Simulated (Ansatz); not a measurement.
**GeRh₃: from a starting cell to a relaxed one**

The relaxed structure here is a generated cell of GeRh3: the first start was made by placing the elements on the sites of a structure type, and the end was not matched to a known phase here, so it may be hypothetical.

The start is a generated cell, GeRh3 built in the cementite structure type. Cell shape, volume and atoms are optimised at zero target pressure with r2SCAN (plane waves to 500 eV, PAW, scalar-relativistic; Ansatz, a program for electronic structure). The first steps use a coarse 3×2×3 k-mesh.

Initial structure:
```
GeRh3
1.0
    6.75349     0.00000     0.00000
    0.00000     8.95335     0.00000
    0.00000     0.00000     6.00118
Rh Ge
12 4
Direct
  0.03600   0.25000   0.85200
  0.53600   0.25000   0.64800
  0.96400   0.75000   0.14800
  0.46400   0.75000   0.35200
  0.18600   0.06300   0.32800
  0.68600   0.43700   0.17200
  0.81400   0.56300   0.67200
  0.31400   0.93700   0.82800
  0.81400   0.93700   0.67200
  0.31400   0.56300   0.82800
  0.18600   0.43700   0.32800
  0.68600   0.06300   0.17200
  0.39000   0.25000   0.05000
  0.89000   0.25000   0.45000
  0.61000   0.75000   0.95000
  0.11000   0.75000   0.55000
```

Q: What pressure does the first self-consistent step give?

A: -29 GPa (negative: the cell is under tension).

Q: Does the structure survive the relaxation? Give the final space group.

A: The space group goes from Pnma (No. 62) to P4/mbm (No. 127), with 8 atoms in the primitive cell.

Q: By how much does the energy per atom fall from start to end?

A: 1.40 eV/atom.

Q: What band gap does the relaxed structure have at this level?

A: No gap (metallic).

Q: Write out the relaxed structure.

A: 
Space group P4/mbm (No. 127); a = 5.2195 Å, b = 5.2195 Å, c = 4.0760 Å, α = 90.00°, β = 90.00°, γ = 90.00°

```json
[
 {"atom": "Rh", "site": "2b", "symmetry": "4/m..", "x": "0.5000", "y": "0.5000", "z": "0.5000"},
 {"atom": "Rh", "site": "4g", "symmetry": "m.2m", "x": "0.3117", "y": "0.1883", "z": "0.0000"},
 {"atom": "Ge", "site": "2c", "symmetry": "m.mm", "x": "0.0000", "y": "0.5000", "z": "0.5000"}
]
```

Final values are on a 7×7×9 k-mesh of the relaxed cell. No spin polarisation in the result.

The run could not lose the symmetry of its start: the end is stationary, and may be a saddle point rather than a minimum.
